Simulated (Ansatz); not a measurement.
An Ansatz (a quantum-chemistry and plane-wave program) run. Input:

Ansatz 0.2 input:
```yaml
crystal:
  lattice:
    - [0.0, 2.8692540007, 2.8692540007]
    - [2.8692540007, 0.0, 2.8692540007]
    - [2.8692540007, 2.8692540007, 0.0]
  atoms:
    - { symbol: Sb, position: [0.0, 0.0, 0.0] }
    - { symbol: Ga, position: [0.5, 0.5, 0.5] }
kpoints:
  mp_grid: { grid: [9, 9, 9] }
  band_path:
    path:
      - [[0.0, 0.0, 0.0], [0.5, 0.0, 0.5], [0.625, 0.25, 0.625]]  # Γ-X-U
      - [[0.375, 0.375, 0.75], [0.0, 0.0, 0.0], [0.5, 0.5, 0.5], [0.5, 0.25, 0.75], [0.5, 0.0, 0.5]]  # K-Γ-L-W-X
    npoints: 12
hamiltonian:
  xc: r2scan
  pseudopotentials: { kind: paw }
magnetization: { noncollinear: true, spin_orbit: true }
scf:
  n_extra_bands: 12
  convergence: { dr2_threshold: 0.0000000001 }
  occupations: { method: gaussian, width: 0.05 }
output: { eigenvalues: true }
```

Output (shortened):

```
Pseudopotential: Sb, paw_fr, valence charge 15
Pseudopotential: Ga, paw_fr, valence charge 13
Functional definition: r2SCAN
non-collinear run that drives no moment, with spin-orbit …
Crystal: 2 atoms, lattice volume = 47.243 Å³
Basis set: ecut = 500 eV, 1243 PW (Γ), exchange–correlation on 120×120×120 points (64 copies of the dense FFT grid, shifted against one another)
Bands: 40, of which v1, the nominal top of the filled ones, is band 28 counted from 1 (27 counted from 0)
Symmetry: 48 space group operations + 48 with time reversal
k-points: 35 of 729
Projection manifold: j_resolved (fully-relativistic pseudo-atomic orbitals)
iter 1 solved again at ethr=6.60e-4 eV; its pass at ethr=3.10e-3 eV (dr2=1.85e-1 eV) is discarded
SCF iter   1: F=—  HF=-10275.975298 eV  |F-HF|=—  |Δ(HF+E_count)|=         —  Δρ=2.52e-2  dr2=1.88e-1  dr2_τ=3.59e-4  dr2_m=0.00e0 (ungated)  ethr=6.60e-4  |M|=0.00e0 ∫|m|=0.00e0 μB  |m|>n=0.0e0 m-floor=0.0e0 τ_xc=0.0e0  β_m=0.30  ⟨swp⟩=3.1  Hψ=4534  notcnv=0  defer=2
preconditioner: auto → Kerker (q_TF=auto, 2.501 Å⁻¹)
spin=Noncollinear: Kerker preconditioning applied to the charge; magnetization (m_x, m_y, m_z) channels mix plain (no charge-response kernel on spin).
SCF iter   2: F=—  HF=-10276.011883 eV  |F-HF|=—  |Δ(HF+E_count)|=   3.66e-2  Δρ=1.89e-2  dr2=1.02e-1  dr2_τ=2.49e-4  dr2_m=0.00e0 (ungated)  ethr=6.60e-4  |M|=0.00e0 ∫|m|=0.00e0 μB  |m|>n=0.0e0 m-floor=0.0e0 τ_xc=0.0e0  β_m=0.65  ⟨swp⟩=2.0  Hψ=915  notcnv=0  defer=2
SCF iter   3: F=—  HF=-10276.019223 eV  |F-HF|=—  |Δ(HF+E_count)|=   7.34e-3  Δρ=4.91e-3  dr2=9.01e-3  dr2_τ=4.18e-5  dr2_m=0.00e0 (ungated)  ethr=3.63e-4  |M|=0.00e0 ∫|m|=0.00e0 μB  |m|>n=0.0e0 m-floor=0.0e0 τ_xc=0.0e0  β_m=0.61  ⟨swp⟩=3.3  Hψ=1405  notcnv=0  defer=6
SCF iter   4: F=—  HF=-10276.017924 eV  |F-HF|=—  |Δ(HF+E_count)|=   1.30e-3  Δρ=1.58e-3  dr2=8.95e-4  dr2_τ=1.68e-6  dr2_m=0.00e0 (ungated)  ethr=3.22e-5  |M|=0.00e0 ∫|m|=0.00e0 μB  |m|>n=0.0e0 m-floor=0.0e0 τ_xc=0.0e0  β_m=0.74  ⟨swp⟩=2.0  Hψ=1219  notcnv=0  defer=6
SCF iter   5: F=—  HF=-10276.018158 eV  |F-HF|=—  |Δ(HF+E_count)|=   2.34e-4  Δρ=4.67e-4  dr2=1.43e-4  dr2_τ=2.77e-7  dr2_m=0.00e0 (ungated)  ethr=3.20e-6  |M|=0.00e0 ∫|m|=0.00e0 μB  |m|>n=0.0e0 m-floor=0.0e0 τ_xc=0.0e0  β_m=0.84  ⟨swp⟩=2.0  Hψ=984  notcnv=0  defer=6
SCF iter   6: F=—  HF=-10276.018169 eV  |F-HF|=—  |Δ(HF+E_count)|=   1.09e-5  Δρ=1.19e-4  dr2=8.90e-6  dr2_τ=1.36e-8  dr2_m=0.00e0 (ungated)  ethr=5.09e-7  |M|=0.00e0 ∫|m|=0.00e0 μB  |m|>n=0.0e0 m-floor=0.0e0 τ_xc=0.0e0  β_m=0.92  ⟨swp⟩=2.8  Hψ=997  notcnv=0  defer=6
SCF iter   7: F=—  HF=-10276.018168 eV  |F-HF|=—  |Δ(HF+E_count)|=   7.98e-7  Δρ=4.02e-5  dr2=7.66e-7  dr2_τ=2.91e-9  dr2_m=0.00e0 (ungated)  ethr=3.18e-8  |M|=0.00e0 ∫|m|=0.00e0 μB  |m|>n=0.0e0 m-floor=0.0e0 τ_xc=0.0e0  β_m=0.96  ⟨swp⟩=2.0  Hψ=829  notcnv=0  defer=6
SCF iter   8: F=—  HF=-10276.018172 eV  |F-HF|=—  |Δ(HF+E_count)|=   3.44e-6  Δρ=7.30e-6  dr2=3.21e-8  dr2_τ=6.56e-11  dr2_m=0.00e0 (ungated)  ethr=2.74e-9  |M|=0.00e0 ∫|m|=0.00e0 μB  |m|>n=0.0e0 m-floor=0.0e0 τ_xc=0.0e0  β_m=0.98  ⟨swp⟩=2.4  Hψ=894  notcnv=0  defer=6
SCF iter  11: F=-10276.018172 eV  HF=-10276.018172 eV  |F-HF|=7.28e-12  |Δ(HF+E_count)|=  1.31e-10  Δρ=8.39e-8  dr2=3.48e-12  dr2_τ=8.95e-15  dr2_m=0.00e0 (ungated)  ethr=1.00e-12  |M|=0.00e0 ∫|m|=0.00e0 μB  |m|>n=0.0e0 m-floor=0.0e0 τ_xc=0.0e0  ⟨swp⟩=4.1  Hψ=1774  notcnv=0
SCF 1 converged in 11 iterations: F = -10276.018172 eV  dr2 = 3.48e-12
NSCF: frozen V_eff on 74 k-points
SCF converged after 11 iterations
Magnetization: |M| = 0.0000 μB,  M = (+0.0000, +0.0000, +0.0000) μB
Absolute magnetization: 0.0000 μB (∫|m|)
  site 0: m = (+0.0000, +0.0000, +0.0000) μB, |m| = 0.0000 μB  (R = 1.18 Å)
  site 1: m = (+0.0000, +0.0000, +0.0000) μB, |m| = 0.0000 μB  (R = 1.18 Å)
Free energy (F): -10276.018172 eV
Harris-Foulkes:  -10276.018172 eV  (|F-HF|=7.28e-12)
Internal energy: -10276.016247 eV  (E = F + TS)
E sigma→0 (E₀):  -10276.017209 eV
Entropy (-TS):   -0.001925 eV (-0.963 meV/atom)
Fermi energy:    9.877747 eV
--- Per-component energies (eV) ---
  E_band       = -210.221366
  E_kinetic    = 321.121697
  E_local      = -3371.608206  (includes V_loc(G=0)·N_el)
  E_nonlocal   = 788.945814
  E_hartree    = 1566.227888
  E_xc         = -189.756929
  E_vxc        = -162.362512  (∫ρ·V_xc dr)
  E_paw        = -6591.158124  (= ΣΔE_a)
  E_vpaw       = -928.933049  (= ΣTr[D̂ρ^β])
  E_aug_tail   = -0.000042  (compensation charges beyond the density's cutoff)
  E_vtau       = 10.159168  (kinetic-family band-sum trace: ∫τ·v_τ [+ j·A + Jᵃ·Aᵃ] dr)
  E_ewald      = -2799.666938
  E_core_change = -0.121407  (= ΣΔE_core)
  E_smearing   = -0.001925  (= −TS)
  E_closure    = 0.000000  (closes the sum)
  Σ components = -10276.018172   (vs F -10276.018172, Δ=0.00e0)
  [band-id]    e_kinetic+e_local+e_nonlocal+2·e_hartree+e_vxc+e_vpaw+e_augmentation_tail+e_vtau = -210.221354   (vs E_band -210.221366, Δ=1.21e-5)
--- Band table (eV; the first three rows and the last of 35) ---
  k-point 0: bands = ["-20.3570", "-20.3570", "-20.3570", "-20.3570", "-19.1206", "-19.1206", "-19.1206", "-19.1206", "-19.1113", "-19.1113", "-5.6327", "-5.6327", "-5.6327", "-5.6327", "-5.1761", "-5.1761", "-5.1761", "-5.1761", "-5.1624", "-5.1624", …
  k-point 1: bands = ["-20.3569", "-20.3569", "-20.3563", "-20.3563", "-19.1207", "-19.1207", "-19.1198", "-19.1198", "-19.1106", "-19.1106", "-5.6340", "-5.6340", "-5.6327", "-5.6327", "-5.1788", "-5.1788", "-5.1760", "-5.1760", "-5.1615", "-5.1615", …
  k-point 2: bands = ["-20.3565", "-20.3565", "-20.3546", "-20.3546", "-19.1211", "-19.1211", "-19.1176", "-19.1176", "-19.1086", "-19.1086", "-5.6375", "-5.6375", "-5.6331", "-5.6331", "-5.1857", "-5.1857", "-5.1758", "-5.1758", "-5.1594", "-5.1594", …
  k-point 34: bands = ["-20.3535", "-20.3535", "-20.3525", "-20.3525", "-19.1194", "-19.1194", "-19.1162", "-19.1162", "-19.1026", "-19.1026", "-5.6545", "-5.6545", "-5.6345", "-5.6345", "-5.2073", "-5.2073", "-5.1803", "-5.1803", "-5.1495", "-5.1495", …
```

Cost: around 70 core-seconds (rough) on shared cores.

Space group Fm-3m (rock salt). The start of the workflow was typed in or built on a structure type; neither database checked (COD, Materials Project) lists it. It is not the phase usual at ambient conditions (space group No. 216). The cell was relaxed with r²SCAN under the symmetry of its start; its stability against distortions is not shown here.

Potentials: the later of the program's two PAW sets.

Ansatz is a plane-wave DFT program.
